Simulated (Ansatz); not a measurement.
Al (diamond, space group No. 227) at seven volumes, the program Ansatz at the r²SCAN level (PAW), scaled uniformly. One row is withheld.

```json
[
 {"V (Å³/atom)": "24.957", "P (GPa)": "4.54"},
 {"V (Å³/atom)": "25.780", "P (GPa)": "2.80"},
 {"V (Å³/atom)": "26.603", "P (GPa)": "1.29"},
 {"V (Å³/atom)": "27.426", "P (GPa)": "0.00"},
 {"V (Å³/atom)": "28.248", "P (GPa)": "?"},
 {"V (Å³/atom)": "29.071", "P (GPa)": "-2.08"},
 {"V (Å³/atom)": "29.894", "P (GPa)": "-2.91"}
]
```

Q: Fit the shown pressures and predict the withheld one.

A: P = (3/2)B₀(x^(7/2) − x^(5/2))[1 + (3/4)(B′ − 4)(x − 1)] with x = (V₀/V)^(2/3). Least squares on the six rows gives V₀ = 27.426 Å³/atom, B₀ = 40.0 GPa, B′ = 3.93. At V = 28.248, x = 0.9805 and P = -1.11 GPa. The run itself gave -1.12 GPa.

Space group Fd-3m (diamond). The start of the workflow was typed in or built on a structure type; neither database checked (COD, Materials Project) lists it. It is not the phase usual at ambient conditions (space group No. 225). The cell was relaxed with r²SCAN under the symmetry of its start. At this level the phase is mechanically unstable.

Potentials: the later of the program's two PAW sets.
